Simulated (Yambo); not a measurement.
# Excitons in Ba2LaTaO6

```
CELL_PARAMETERS angstrom
      5.27203    -3.04684     0.00000
      5.27203     3.04684     0.00000
     -3.55565     0.00000     5.04312
ATOMIC_POSITIONS crystal
  O  0.23256 0.69432 0.68871
  O  0.76744 0.30568 0.31129
  O  0.30568 0.76744 0.31129
  O  0.69432 0.23256 0.68871
  O  0.27340 0.27340 0.20672
  O  0.72660 0.72660 0.79328
  Ba 0.24805 0.24805 0.74213
  Ba 0.75195 0.75195 0.25787
  La 0.00000 0.00000 0.00000
  Ta 0.50000 0.50000 0.50000
```

The geometry is that of Materials Project entry mp-13055, symmetrised and not relaxed again.

BSE in Yambo on PBEsol (Quantum ESPRESSO, PseudoDojo norm-conserving, 110 Ry, no spin-orbit coupling) bands: 4×4×4 mesh, 15 valence and 15 conduction bands, static screening with 100 bands and a 3 Ry block, scissor 1.54 eV, Tamm-Dancoff; field along x.

```json
[
 {"state": "1", "energy (eV)": "4.63", "states within 2 meV": "1", "relative strength": "< 0.01", "class": "dark", "main transitions": "VB → CB (73 %)"},
 {"state": "2", "energy (eV)": "4.72", "states within 2 meV": "1", "relative strength": "< 0.01", "class": "dark", "main transitions": "VB → CB (71 %)"},
 {"state": "3", "energy (eV)": "4.77", "states within 2 meV": "1", "relative strength": "< 0.01", "class": "dark", "main transitions": "several band pairs"},
 {"state": "4", "energy (eV)": "4.78", "states within 2 meV": "2", "relative strength": "0.09", "class": "weak", "main transitions": "several band pairs"},
 {"state": "5", "energy (eV)": "4.81", "states within 2 meV": "1", "relative strength": "< 0.01", "class": "dark", "main transitions": "several band pairs"},
 {"state": "6", "energy (eV)": "4.85", "states within 2 meV": "1", "relative strength": "< 0.01", "class": "dark", "main transitions": "several band pairs"},
 {"state": "7", "energy (eV)": "4.86", "states within 2 meV": "1", "relative strength": "< 0.01", "class": "dark", "main transitions": "several band pairs"},
 {"state": "8", "energy (eV)": "4.87", "states within 2 meV": "1", "relative strength": "< 0.01", "class": "dark", "main transitions": "several band pairs"}
]
```

These are vertical excitations (zero momentum); the indirect quasiparticle gap, about 5.12 eV, is smaller than the direct one (5.24 eV on the GW mesh). The direct quasiparticle gap on this mesh is 5.24 eV; counted from there, state 1 is bound by 0.61 eV. On a 2×2×2 mesh the same difference is 0.84 eV, so it isn't converged.

Spin singlets only. Strengths are relative to the strongest of the lowest states of this run; strong means a line over 3 % of the spectrum's maximum, dark under 0.03 %. Absolute energies carry the error of the G0W0 scissor, whose convergence isn't established; the long-wavelength screening was taken along (1,1,1) although the crystal is anisotropic.

Spin-orbit coupling is left out, which matters for elements this heavy: edges can move by tenths of an eV. The 4f states are in the valence at their DFT position.

The structure is a Materials Project entry; no match was found in the copy of COD used, and its stability was not checked.
